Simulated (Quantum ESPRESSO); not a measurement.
# Hf3AlO7F: one run as intended and one with a planted mistake

A calculation, not a measurement. The program is pw.x of Quantum ESPRESSO 7.5 (plane-wave density functional theory). The cell is made up: 12 atoms on a rutile lattice, with randomly drawn elements, strain and displacements, not relaxed. PseudoDojo standard norm-conserving files (v0.5 for PBE, v0.4.1 for LDA and PBEsol) set the functional; there is no spin polarisation, spin-orbit coupling or dispersion term, and the masses in the input are unused placeholders.

The hafnium pseudopotential is less sure than the others, with forces about 3 percent (worst 6) and pressure in oxides about 1.5 GPa (worst 2.7) from a second method in checks, which no rerun with the same files tests.

Intended input:

```
&control calculation='scf', pseudo_dir='./dojo.nc.sr.pbe.v0_5.standard.upf', outdir='./o', disk_io='low', tprnfor=.true., tstress=.true. /
&system ibrav=0, nat=12, ntyp=4, nbnd=50, ecutwfc=84.00895049, nosym=.true., tot_charge=0,
 occupations='smearing', smearing='fd', degauss=0.0018374661
/
&electrons conv_thr=7.350e-09, electron_maxstep=60, /
ATOMIC_SPECIES
Al 1.0 Al.upf
F 1.0 F.upf
Hf 1.0 Hf.upf
O 1.0 O.upf
CELL_PARAMETERS angstrom
4.8932 -0.0053 0.0104
-0.0053 4.7423 -0.0667
0.0138 -0.0882 6.2535
ATOMIC_POSITIONS angstrom
Hf 0.0455 -0.0292 -0.0225
Hf 2.4372 2.2967 1.5644
Al 0.0736 -0.0736 3.1045
Hf 2.4353 2.2679 4.6748
O 1.4646 1.4038 -0.0152
F 3.4451 3.2629 -0.0226
O 3.8874 0.8728 1.5441
O 0.9663 3.7937 1.4872
O 1.4778 1.3534 3.1156
O 3.4052 3.2901 3.065
O 4.0383 0.8548 4.703
O 0.9599 3.7412 4.5941
K_POINTS automatic
5 5 4 1 1 1
```

The log is shortened where brackets say so; the opening notice, blank lines, dates and the lines on written files are dropped, and the path of the files is cut. It prints rydbergs, bohrs and kilobars, and counts compression as positive stress. Where no state is partly filled, the Fermi energy that it prints is only some level between the filled and the empty states on the mesh, and need not lie in the true gap.

Log of the intended run:

```
     Program PWSCF v.7.5
     Parallel version (MPI & OpenMP), running on       4 processor cores
     Number of MPI processes:                 4
     Threads/MPI process:                     1
     [start-up lines left out]
     bravais-lattice index     =            0
     lattice parameter (alat)  =       9.2468  a.u.
     unit-cell volume          =     979.0684 (a.u.)^3
     number of atoms/cell      =           12
     number of atomic types    =            4
     number of electrons       =        88.00
     number of Kohn-Sham states=           50
     kinetic-energy cutoff     =      84.0090  Ry
     charge density cutoff     =     336.0358  Ry
     scf convergence threshold =      7.3E-09
     mixing beta               =       0.7000
     number of iterations used =            8  plain     mixing
     Exchange-correlation= PBE
                           (   1   4   3   4   0   0   0)
     [axes and pseudopotential details left out]
   Cartesian axes
     site n.     atom                  positions (alat units)
         1        Hf     tau(   1) = (   0.0092986  -0.0059674  -0.0045982  )
         2        Hf     tau(   2) = (   0.4980775   0.4693643   0.3197081  )
         3        Al     tau(   3) = (   0.0150412  -0.0150412   0.6344501  )
         4        Hf     tau(   4) = (   0.4976893   0.4634786   0.9553639  )
         5        O      tau(   5) = (   0.2993125   0.2868871  -0.0031063  )
         6        F      tau(   6) = (   0.7040567   0.6668214  -0.0046186  )
         7        O      tau(   7) = (   0.7944472   0.1783695   0.3155595  )
         8        O      tau(   8) = (   0.1974776   0.7752982   0.3039311  )
         9        O      tau(   9) = (   0.3020101   0.2765871   0.6367185  )
        10        O      tau(  10) = (   0.6959025   0.6723802   0.6263777  )
        11        O      tau(  11) = (   0.8252858   0.1746909   0.9611270  )
        12        O      tau(  12) = (   0.1961696   0.7645691   0.9388717  )
     number of k points=    50  Fermi-Dirac smearing, width (Ry)=  0.0018
                       cart. coord. in units 2pi/alat
        k(    1) = (   0.0999031   0.1046873   0.0990656), wk =   0.0400000
        k(    2) = (   0.0994902   0.1074388   0.2947243), wk =   0.0400000
     [further k points left out]
     Dense  grid:   101817 G-vectors     FFT dimensions: (  54,  54,  72)
     Estimated max dynamical RAM per process >     298.01 MB
     Estimated total dynamical RAM >       1.09 GB
     Initial potential from superposition of free atoms
     starting charge      87.9920, renormalised to      88.0000
     Starting wfcs are   66 randomized atomic wfcs
     total cpu time spent up to now is        7.2 secs
     per-process dynamical memory:   227.7 Mb
     Self-consistent Calculation
     iteration #  1     ecut=    84.01 Ry     beta= 0.70
     Davidson diagonalization with overlap
     ethr =  1.00E-02,  avg # of iterations =  2.0
     total cpu time spent up to now is       19.1 secs
     total energy              =    -623.54952078 Ry
     estimated scf accuracy    <       4.00890414 Ry
     iteration #  2     ecut=    84.01 Ry     beta= 0.70
     Davidson diagonalization with overlap
     ethr =  4.56E-03,  avg # of iterations =  3.6
     total cpu time spent up to now is       35.3 secs
     total energy              =    -623.74548032 Ry
     estimated scf accuracy    <       8.12332409 Ry
     [iterations 3 to 12 left out]
     iteration # 13     ecut=    84.01 Ry     beta= 0.70
     Davidson diagonalization with overlap
     ethr =  2.85E-10,  avg # of iterations =  2.0
     total cpu time spent up to now is      196.2 secs
     total energy              =    -625.50790889 Ry
     estimated scf accuracy    <       0.00000001 Ry
     iteration # 14     ecut=    84.01 Ry     beta= 0.70
     Davidson diagonalization with overlap
     ethr =  1.53E-11,  avg # of iterations =  4.1
     total cpu time spent up to now is      213.1 secs
     End of self-consistent calculation
     [lines on levels left out]
     the Fermi energy is    10.4253 ev
!    total energy              =    -625.50790889 Ry
     estimated scf accuracy    <          2.0E-09 Ry
     smearing contrib. (-TS)   =       0.00000000 Ry
     internal energy E=F+TS    =    -625.50790889 Ry
     The total energy is F=E-TS. E is the sum of the following terms:
     one-electron contribution =    -183.58951307 Ry
     hartree contribution      =     138.45006721 Ry
     xc contribution           =    -157.95077831 Ry
     ewald contribution        =    -422.41768472 Ry
     convergence has been achieved in  14 iterations
     Forces acting on atoms (cartesian axes, Ry/au):
     atom    1 type  3   force =     0.03889010    0.07493226    0.01594817
     atom    2 type  3   force =    -0.02939197   -0.03359338    0.14385790
     atom    3 type  1   force =    -0.01950985    0.00265261    0.00485711
     atom    4 type  3   force =    -0.02529138   -0.04982356   -0.16209275
     atom    5 type  4   force =     0.03240381    0.03176358   -0.01598844
     atom    6 type  2   force =    -0.00556035    0.00109493    0.00382635
     atom    7 type  4   force =     0.02876646   -0.01933570    0.00901372
     atom    8 type  4   force =    -0.01354983    0.00267420    0.02935858
     atom    9 type  4   force =    -0.00465133   -0.00833572    0.00209062
     atom   10 type  4   force =     0.01957664    0.00536396    0.02114331
     atom   11 type  4   force =    -0.03014776    0.00777921   -0.02868401
     atom   12 type  4   force =     0.00846546   -0.01517239   -0.02333058
     Total force =     0.261086     Total SCF correction =     0.000061
     Computing stress (Cartesian axis) and pressure
          total   stress  (Ry/bohr**3)                   (kbar)     P=       11.14
  -0.00010911   0.00021621   0.00006730          -16.05       31.81        9.90
   0.00021621   0.00008308   0.00016772           31.81       12.22       24.67
   0.00006730   0.00016772   0.00025314            9.90       24.67       37.24
     init_run     :      6.36s CPU      6.77s WALL (       1 calls)
     electrons    :    204.45s CPU    205.89s WALL (       1 calls)
     forces       :      2.99s CPU      3.02s WALL (       1 calls)
     stress       :     10.14s CPU     10.55s WALL (       1 calls)
     [timing details left out]
     PWSCF        :   3m44.52s CPU   3m46.88s WALL
     JOB DONE.
```

A second run has one planted mistake: two atoms have their elements exchanged. The input lines that differ, file-writing options aside:

```
- F 3.4451 3.2629 -0.0226
+ O 3.4451 3.2629 -0.0226
- O 0.9599 3.7412 4.5941
+ F 0.9599 3.7412 4.5941
```

Its log:

```
     Program PWSCF v.7.5
     Parallel version (MPI & OpenMP), running on       4 processor cores
     Number of MPI processes:                 4
     Threads/MPI process:                     1
     [start-up lines left out]
     bravais-lattice index     =            0
     lattice parameter (alat)  =       9.2468  a.u.
     unit-cell volume          =     979.0684 (a.u.)^3
     number of atoms/cell      =           12
     number of atomic types    =            4
     number of electrons       =        88.00
     number of Kohn-Sham states=           50
     kinetic-energy cutoff     =      84.0090  Ry
     charge density cutoff     =     336.0358  Ry
     scf convergence threshold =      7.3E-09
     mixing beta               =       0.7000
     number of iterations used =            8  plain     mixing
     Exchange-correlation= PBE
                           (   1   4   3   4   0   0   0)
     [axes and pseudopotential details left out]
   Cartesian axes
     site n.     atom                  positions (alat units)
         1        Hf     tau(   1) = (   0.0092986  -0.0059674  -0.0045982  )
         2        Hf     tau(   2) = (   0.4980775   0.4693643   0.3197081  )
         3        Al     tau(   3) = (   0.0150412  -0.0150412   0.6344501  )
         4        Hf     tau(   4) = (   0.4976893   0.4634786   0.9553639  )
         5        O      tau(   5) = (   0.2993125   0.2868871  -0.0031063  )
         6        O      tau(   6) = (   0.7040567   0.6668214  -0.0046186  )
         7        O      tau(   7) = (   0.7944472   0.1783695   0.3155595  )
         8        O      tau(   8) = (   0.1974776   0.7752982   0.3039311  )
         9        O      tau(   9) = (   0.3020101   0.2765871   0.6367185  )
        10        O      tau(  10) = (   0.6959025   0.6723802   0.6263777  )
        11        O      tau(  11) = (   0.8252858   0.1746909   0.9611270  )
        12        F      tau(  12) = (   0.1961696   0.7645691   0.9388717  )
     number of k points=    50  Fermi-Dirac smearing, width (Ry)=  0.0018
                       cart. coord. in units 2pi/alat
        k(    1) = (   0.0999031   0.1046873   0.0990656), wk =   0.0400000
        k(    2) = (   0.0994902   0.1074388   0.2947243), wk =   0.0400000
     [further k points left out]
     Dense  grid:   101817 G-vectors     FFT dimensions: (  54,  54,  72)
     Estimated max dynamical RAM per process >     298.01 MB
     Estimated total dynamical RAM >       1.09 GB
     Initial potential from superposition of free atoms
     starting charge      87.9920, renormalised to      88.0000
     Starting wfcs are   66 randomized atomic wfcs
     total cpu time spent up to now is        9.1 secs
     per-process dynamical memory:   234.8 Mb
     Self-consistent Calculation
     iteration #  1     ecut=    84.01 Ry     beta= 0.70
     Davidson diagonalization with overlap
     ethr =  1.00E-02,  avg # of iterations =  2.0
     total cpu time spent up to now is       22.9 secs
     total energy              =    -623.56947170 Ry
     estimated scf accuracy    <       3.98533008 Ry
     iteration #  2     ecut=    84.01 Ry     beta= 0.70
     Davidson diagonalization with overlap
     ethr =  4.53E-03,  avg # of iterations =  3.4
     total cpu time spent up to now is       41.2 secs
     total energy              =    -623.95932221 Ry
     estimated scf accuracy    <       7.23950197 Ry
     [iterations 3 to 12 left out]
     iteration # 13     ecut=    84.01 Ry     beta= 0.70
     Davidson diagonalization with overlap
     ethr =  4.22E-10,  avg # of iterations =  2.0
     total cpu time spent up to now is      219.3 secs
     total energy              =    -625.50578815 Ry
     estimated scf accuracy    <       0.00000003 Ry
     iteration # 14     ecut=    84.01 Ry     beta= 0.70
     Davidson diagonalization with overlap
     ethr =  3.05E-11,  avg # of iterations =  4.0
     total cpu time spent up to now is      237.8 secs
     End of self-consistent calculation
     [lines on levels left out]
     the Fermi energy is    10.5869 ev
!    total energy              =    -625.50578816 Ry
     estimated scf accuracy    <          2.3E-09 Ry
     smearing contrib. (-TS)   =       0.00000000 Ry
     internal energy E=F+TS    =    -625.50578816 Ry
     The total energy is F=E-TS. E is the sum of the following terms:
     one-electron contribution =    -181.61647431 Ry
     hartree contribution      =     137.59603185 Ry
     xc contribution           =    -157.94947813 Ry
     ewald contribution        =    -423.53586757 Ry
     convergence has been achieved in  14 iterations
     Forces acting on atoms (cartesian axes, Ry/au):
     atom    1 type  3   force =    -0.11682226    0.05592910    0.15473207
     atom    2 type  3   force =     0.03688059    0.01373149    0.02242863
     atom    3 type  1   force =    -0.07252126    0.05003725   -0.08540734
     atom    4 type  3   force =     0.13590227   -0.07500146   -0.03454841
     atom    5 type  4   force =     0.01876311    0.02240651   -0.04394779
     atom    6 type  4   force =    -0.02703931   -0.00748074   -0.03334179
     atom    7 type  4   force =     0.05380658   -0.03188404    0.01023952
     atom    8 type  4   force =    -0.01696564    0.01296319    0.05488624
     atom    9 type  4   force =    -0.03992135   -0.03774680    0.03065279
     atom   10 type  4   force =     0.02642548    0.01671860    0.05283896
     atom   11 type  4   force =    -0.00687199   -0.01038565   -0.05632129
     atom   12 type  2   force =     0.00836378   -0.00928743   -0.07221159
     Total force =     0.334231     Total SCF correction =     0.000062
     Computing stress (Cartesian axis) and pressure
          total   stress  (Ry/bohr**3)                   (kbar)     P=       14.60
  -0.00016025  -0.00020913   0.00009637          -23.57      -30.76       14.18
  -0.00020913   0.00012590   0.00014843          -30.76       18.52       21.84
   0.00009637   0.00014843   0.00033216           14.18       21.84       48.86
     init_run     :      8.41s CPU      8.90s WALL (       1 calls)
     electrons    :    227.28s CPU    228.77s WALL (       1 calls)
     forces       :      3.33s CPU      3.39s WALL (       1 calls)
     stress       :     12.08s CPU     12.52s WALL (       1 calls)
     [timing details left out]
     PWSCF        :   4m11.34s CPU   4m13.94s WALL
     JOB DONE.
```

|  | intended run | run with the mistake |
| --- | --- | --- |
| free energy (eV) | -8510.469 | -8510.440 |
| smearing term -TS (eV) | 0.0000 | 0.0000 |
| pressure (GPa) | 1.11 | 1.46 |
| largest force component (eV/Å) | 4.168 | 3.978 |
| largest change of a force component (eV/Å) |  | 4.144 |
| iterations | 14 | 14 |

For scale, a rerun of the intended cell at a cutoff of 1437 eV and k mesh 7 x 7 x 6 moved values by no more than 0.004 eV in energy, 0.03 GPa in stress and 0.003 eV/Å in force.